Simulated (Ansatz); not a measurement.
# Convergence of ZrHg with the k-point mesh

These are results of DFT r2SCAN, scalar-relativistic, plane waves, PAW (Ansatz 0.2.0), not measurements.

```yaml
crystal:
  lattice:
    - [3.14700, 0.00000, 0.00000]
    - [0.00000, 3.14700, 0.00000]
    - [0.00000, 0.00000, 4.17000]
  atoms:
    - { symbol: Zr, position: [0.50000, 0.50000, 0.50000] }
    - { symbol: Hg, position: [0.00000, 0.00000, 0.00000] }
```

| Item | Value |
| --- | --- |
| plane-wave cutoff | 500 eV |
| occupation rule | Gaussian smearing, 0.1 eV |
| spin treatment | unpolarised |

The atoms are held and the k-point mesh is swept. Energies are extrapolated to zero smearing and count from the reference run, 22×22×16. The cell isn't necessarily relaxed at this level. The meshes are Γ-centred. Spin–orbit coupling is left out. Pressure is positive in compression.

```csv
mesh,ΔE (meV/atom),P (GPa),irreducible points
1×1×1,-1676,-7.34,1
2×2×2,?,?,?
4×4×4,1.56,2.85,18
6×6×4,?,?,?
8×8×6,-3.02,3.11,60
10×10×8,5.36,3.16,105
12×12×10,-0.61,3.06,168
14×14×10,1.28,3.10,216
14×14×12,?,?,?
16×16×14,0.87,3.08,360
20×20×14,?,?,?
22×22×16,0.00,3.08,702
```

Q: Fill in the withheld rows.

A: The withheld rows:

```csv
mesh,ΔE (meV/atom),P (GPa),irreducible points
2×2×2,-214,-2.09,6
6×6×4,5.78,3.33,30
14×14×12,1.06,3.11,252
20×20×14,-0.03,3.10,528
```